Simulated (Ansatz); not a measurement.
### Question
La (dhcp (α-La type), space group No. 194) is relaxed with PBE (plane waves, PAW; program Ansatz). What lattice parameters of the conventional cell result?

### Answer
a = 3.764 Å, c = 12.100 Å.

Space group P6_3/mmc (dhcp (α-La type)). Symmetry was held in the PBE relaxation. Axis ratios of metals converge slowly with the k-mesh, so a and c are less sure than the volume. Scalar-relativistic: spin–orbit coupling is off unless named, which matters more the heavier the elements.

Potentials: the earlier of the program's two PAW sets.
